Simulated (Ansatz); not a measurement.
Given:

VSi$_{2}$ (space group P6_422)

Space group P6₄22 (No. 181); a = b = 4.5232 Å, c = 6.3200 Å, α = β = 90.00°, γ = 120.00°

```
atom  site  symmetry       x       y       z
----  ----  --------  ------  ------  ------
V       3c       222  0.5000  0.0000  0.0000
Si      6i       ..2  0.1632  0.3264  0.0000
```

E(V) scan at fixed shape, V₀ the volume above. The atoms relax within the cell's symmetry.

The numbers are results of PBEsol (plane waves to 420 eV, PAW, scalar-relativistic; Ansatz, an electronic-structure program), not measurements. k mesh 12×12×8 (Γ-centred), Fermi-Dirac smearing 0.05 eV. The energy includes the smearing's −TS. Stress and pressure are positive under compression. With the shape held, the modulus is that of even scaling; a crystal free to change shape is softer. VSi2 is run without spin polarisation. VSi2 was relaxed with its symmetry unable to fall. ΔE is measured from the relaxed starting cell.

The scan covers V/V₀ from 0.840 to 1.160 in 9 points.

Question: What is ΔE at V/V₀ = 0.840?

Answer: 254 meV/atom.

Question: What is ΔE at V/V₀ = 1.160?

Answer: 143 meV/atom.

Question: What pressure does the cell carry at V/V₀ = 0.840?

Answer: 47.5 GPa.

(Under strain, the slope of the energy per volume gives the stress and its curvature an elastic modulus.)
